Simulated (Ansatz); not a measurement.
# BN: Quadrupolar parameters

The cell is a COD entry whose atoms were relaxed with PBE, the cell held.

```yaml
crystal:
  lattice:
    - [2.49824, 0.00000, 0.00000]
    - [-1.24912, 2.16354, 0.00000]
    - [0.00000, 0.00000, 6.63570]
  atoms:
    - { symbol: B, position: [0.33333, 0.66667, 0.25000] }
    - { symbol: B, position: [0.66667, 0.33333, 0.75000] }
    - { symbol: N, position: [0.33333, 0.66667, 0.75000] }
    - { symbol: N, position: [0.66667, 0.33333, 0.25000] }
```

Atom numbers follow the list; atoms alike are taken as one site, whose name carries the number of the first.

All values are calculated (Ansatz; DFT, r2SCAN, plane waves and PAW, scalar-relativistic, 500 eV cutoff, Γ-centred 14×14×5 k-points, Fermi–Dirac smearing 0.02 eV), not measured.

Conventions: |V_zz| ≥ |V_yy| ≥ |V_xx|, η = (V_xx − V_yy)/V_zz, C_Q = eQV_zz/h. Directions are in the Cartesian axes of the cell vectors above, for the atom listed; none is given where the gradient is under 0.02 or η is above 0.95.

(1) Give the quadrupolar parameters of the distinct sites.

## Answers

(1) 

```tsv
site	first atom	first shell	V_zz (10²¹ V/m²)	η	direction of V_zz (x, y, z)
B	1	3 N at 1.44 Å	2.96	0.00	0.00 0.00 1.00
N	3	3 B at 1.44 Å	-0.32	0.00	0.00 0.00 1.00
```

An axis of threefold or higher order runs through B and N, so V_zz lies along it and η is zero.
